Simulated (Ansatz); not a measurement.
CdS:
Space group Fm-3m (No. 225); a = b = c = 5.339 Å, α = β = γ = 90.00°

| atom | site | symmetry | x | y | z |
|---|---|---|---|---|---|
| Cd | 4a | m-3m | 0.0000 | 0.0000 | 0.0000 |
| S | 4b | m-3m | 0.5000 | 0.5000 | 0.5000 |
(The calculation used a cell of 2 atoms; values per cell refer to that cell.)

Relaxed with LDA.

### Question
Which orbitals make up the states near the Fermi level in DFT-LDA in the program Ansatz with PAW potentials?

### Answer
Within 0.5 eV of the Fermi level: S 3p 86 %, Cd 4d 7 %. Projections are on Löwdin-orthogonalised atomic valence shells; empty p or d shells of many metals are not among them.

### Question
Tabulate the density of states.

### Answer
States/eV per cell of 2 atoms, in 0.25 eV bins, energy from the Fermi level.

| E (eV) | total | Cd 4d | S 3p | Cd 5s |
|---|---|---|---|---|
| -7.85 | 9.29 | 8.95 | 0.27 | 0.02 |
| -7.60 | 11.01 | 10.85 | 0.08 | 0.01 |
| -7.35 | 1.54 | 1.34 | 0.07 | 0.01 |
| -7.10 | 1.01 | 0.83 | 0.04 | 0.01 |
| -6.85 | 0.40 | 0.33 | 0.01 | 0.00 |
| -6.60 | 0.00 | 0.00 | 0.00 | 0.00 |
| -6.35 | 0.00 | 0.00 | 0.00 | 0.00 |
| -6.10 | 0.00 | 0.00 | 0.00 | 0.00 |
| -5.85 | 0.00 | 0.00 | 0.00 | 0.00 |
| -5.60 | 0.00 | 0.00 | 0.00 | 0.00 |
| -5.35 | 0.18 | 0.03 | 0.09 | 0.06 |
| -5.10 | 0.70 | 0.10 | 0.38 | 0.21 |
| -4.85 | 1.00 | 0.11 | 0.59 | 0.27 |
| -4.60 | 1.64 | 0.14 | 1.07 | 0.35 |
| -4.35 | 2.01 | 0.17 | 1.31 | 0.40 |
| -4.10 | 0.82 | 0.07 | 0.51 | 0.16 |
| -3.85 | 0.58 | 0.04 | 0.36 | 0.11 |
| -3.60 | 0.73 | 0.04 | 0.52 | 0.10 |
| -3.35 | 0.81 | 0.04 | 0.61 | 0.09 |
| -3.10 | 0.88 | 0.04 | 0.69 | 0.09 |
| -2.85 | 1.00 | 0.05 | 0.81 | 0.08 |
| -2.60 | 1.21 | 0.05 | 1.02 | 0.06 |
| -2.35 | 1.33 | 0.06 | 1.14 | 0.05 |
| -2.10 | 1.32 | 0.06 | 1.15 | 0.04 |
| -1.85 | 1.34 | 0.06 | 1.17 | 0.03 |
| -1.60 | 1.36 | 0.07 | 1.20 | 0.03 |
| -1.35 | 1.39 | 0.07 | 1.23 | 0.02 |
| -1.10 | 1.44 | 0.07 | 1.29 | 0.01 |
| -0.85 | 1.28 | 0.08 | 1.14 | 0.01 |
| -0.60 | 1.21 | 0.08 | 1.08 | 0.01 |
| -0.35 | 1.14 | 0.08 | 1.02 | 0.00 |
| -0.10 | 0.62 | 0.05 | 0.56 | 0.00 |
| 0.15 | 0.04 | 0.00 | 0.00 | 0.03 |
| 0.40 | 0.07 | 0.00 | 0.01 | 0.05 |
| 0.65 | 0.10 | 0.00 | 0.01 | 0.07 |
| 0.90 | 0.12 | 0.00 | 0.02 | 0.09 |
| 1.15 | 0.16 | 0.00 | 0.03 | 0.10 |
| 1.40 | 0.20 | 0.00 | 0.04 | 0.12 |
| 1.65 | 0.24 | 0.00 | 0.05 | 0.14 |
| 1.90 | 0.29 | 0.00 | 0.07 | 0.16 |
| 2.15 | 0.34 | 0.00 | 0.08 | 0.18 |
| 2.40 | 0.40 | 0.00 | 0.10 | 0.20 |
| 2.65 | 0.47 | 0.00 | 0.12 | 0.23 |
| 2.90 | 0.56 | 0.00 | 0.15 | 0.26 |
| 3.15 | 0.71 | 0.01 | 0.19 | 0.32 |
| 3.40 | 1.13 | 0.01 | 0.29 | 0.45 |
| 3.65 | 1.27 | 0.01 | 0.27 | 0.43 |
| 3.90 | 1.10 | 0.01 | 0.20 | 0.32 |
| 4.15 | 0.54 | 0.00 | 0.09 | 0.14 |
| 4.40 | 0.21 | 0.00 | 0.03 | 0.04 |
| 4.65 | 0.37 | 0.00 | 0.04 | 0.06 |

This is a known high-pressure phase of the composition, computed here at zero pressure and temperature. The LDA relaxation kept the symmetry of its start; of distortions, only those at the zone centre were tested. A small band overlap can be real or an error of a semilocal functional. Spin–orbit coupling is left out wherever it is not named.

Potentials: the later of the program's two PAW sets.
